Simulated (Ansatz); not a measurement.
Given:

BiClO:
```cif
data_Bi2Cl2O2
_chemical_formula_sum 'Bi2 Cl2 O2'
_space_group_name_H-M_alt 'P 1'
_space_group_IT_number 1
_cell_length_a 3.88862
_cell_length_b 3.88862
_cell_length_c 7.42689
_cell_angle_alpha 90.000
_cell_angle_beta 90.000
_cell_angle_gamma 90.000
loop_
_space_group_symop_operation_xyz
  'x, y, z'
loop_
_atom_site_label
_atom_site_type_symbol
_atom_site_fract_x
_atom_site_fract_y
_atom_site_fract_z
_atom_site_occupancy
Bi1 Bi 0.00000 0.50000 0.83110 1
Bi2 Bi 0.50000 0.00000 0.16890 1
Cl1 Cl 0.50000 0.00000 0.65058 1
Cl2 Cl 0.00000 0.50000 0.34942 1
O1 O 0.00000 0.00000 0.00000 1
O2 O 0.50000 0.50000 0.00000 1
```

This is the r²SCAN+D4-relaxed structure.

### Question
All from r²SCAN+D4 in the plane-wave PAW code Ansatz, unless another level is named. Predict the electron effective mass with spin–orbit coupling.

### Answer
0.40, 0.40, 0.78 mₑ (principal values).

### Question
What about the electron effective mass?

### Answer
0.30, 0.30, 0.60 mₑ (principal values).

### Question
And the formation energy from the elements (no fitted shifts)?

### Answer
-1.40 eV/atom.

### Question
Give the hole effective mass.

### Answer
0.59, 0.93, 6.4 mₑ (principal values).

Space group P4/nmm. The first step of the workflow began from a Materials Project structure, measured or hypothetical; the Crystallography Open Database files this formula in space group No. 129, but the cells were not matched. Its standing as an ambient phase is unchecked. The cell was relaxed with r²SCAN+D4 under the symmetry of its start; its stability against distortions is not shown here. The references are the lowest solids computed at this level, not always the standard phases (solids in place of the gases). Spin–orbit coupling is left out wherever it is not named.

Potentials: the later of the program's two PAW sets.

Edges and masses are those of Kohn–Sham bands, whose gap is no quasiparticle gap.
